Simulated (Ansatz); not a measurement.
Data:

CaAlHO2 in space group P4/mmm (No. 123; Ca on 1d, Al on 1a, O on 2f, H on 1b), a = b = 3.730 Å, c = 3.448 Å, α = β = γ = 90.00°.

This is the r²SCAN-relaxed structure.

### Question
All from the program Ansatz at the r²SCAN level (PAW), unless another level is named. Give the electron effective mass.

### Answer
0.44, 0.49, 0.69 mₑ (principal values).

### Question
And the band gap?

### Answer
4.37 eV (indirect).

### Question
And the smallest direct gap on the standard path?

### Answer
5.32 eV.

The start of the workflow was typed in or built on a structure type; neither database checked (COD, Materials Project) lists it. Its standing as an ambient phase is unchecked. The cell was relaxed with r²SCAN under the symmetry of its start; its stability against distortions is not shown here.

Potentials: the earlier of the program's two PAW sets.
